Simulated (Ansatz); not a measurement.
Space group P4/mmm (No. 123). a = 3.834 Å, b = 3.834 Å, c = 4.288 Å, α = 90.00°, β = 90.00°, γ = 90.00°
| atom | site | symmetry | x | y | z |
| --- | --- | --- | --- | --- | --- |
| Ba | 1a | 4/mmm | 0.0000 | 0.0000 | 0.0000 |
| Fe | 1d | 4/mmm | 0.5000 | 0.5000 | 0.5000 |
| O | 2e | mmm. | 0.5000 | 0.0000 | 0.5000 |
| F | 1c | 4/mmm | 0.5000 | 0.5000 | 0.0000 |

Equation of state of this BaFeO2F structure (not necessarily the ground state), with shape and atoms relaxed at each volume where symmetry leaves them free. It has no gap at any of these volumes. Computed with DFT PBEsol, scalar-relativistic, plane waves, PAW in Ansatz 0.2.0.

Settings: cutoff 420 eV, Γ-centred mesh 10×10×8 on the computed 5-atom cell, Gaussian smearing of 0.10 eV; collinear spin.

```
V (Å³/atom) E − E(largest V) (meV/atom) P (GPa)
     11.094                        50.70    21.40
     11.473                         8.10    14.74
     11.851                       -19.52     8.82
     12.229                       -34.32     3.95
     12.607                       -38.73    -0.03
     12.986                       -34.60    -3.26
     13.364                       -23.64    -5.95
     13.868                         0.00    -9.02
```

Fit a third-order Birch–Murnaghan equation to E(V).

V0 = 12.60 Å³/atom, B0 = 120 GPa, B0' = 5.5.

Spin-orbit coupling is left out, which matters for the bands of heavy elements. The cell holds one magnetic atom, so it can only be ferromagnetic; an antiferromagnetic order may lie lower.

Cost: 8 runs of about 20 core-minutes in all, on Arm Neoverse V2 (shared hosts).